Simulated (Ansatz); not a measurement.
La$_{2}$O$_{3}$:
```
La2O3
1.0
    3.90604     0.00000     0.00000
   -1.95302     3.38273     0.00000
    0.00000     0.00000     6.04034
La O
2 3
Direct
  0.33333   0.66667   0.24537
  0.66667   0.33333   0.75463
  0.00000   0.00000   0.00000
  0.33333   0.66667   0.64601
  0.66667   0.33333   0.35399
```

Cartesian axes are those of the cell as given.

Question: Give the high-frequency dielectric tensor and the Born effective charge tensors of the independent atoms from DFPT, the program Ansatz at the PBEsol level (PAW).

Answer: 
ε∞:
```
4.91  0.00  0.00
0.00  4.91  0.00
0.00  0.00  4.84
```
Z* of atom 1 (La), rows: field, columns: displacement, in e:
```
4.22  0.00  0.00
0.00  4.22  0.00
0.00  0.00  3.86
```
Z* of atom 3 (O), rows: field, columns: displacement, in e:
```
-2.73   0.00   0.00
 0.00  -2.73   0.00
 0.00   0.00  -2.58
```
Z* of atom 4 (O), rows: field, columns: displacement, in e:
```
-2.86   0.00   0.00
 0.00  -2.86   0.00
 0.00   0.00  -2.56
```

Space group P-3m1 (La2O3 or Ni2Al3 type). The cell was relaxed with PBEsol under the symmetry of its start. Scalar-relativistic: spin–orbit coupling is off unless named, which matters more the heavier the elements.

Potentials: the later of the program's two PAW sets.
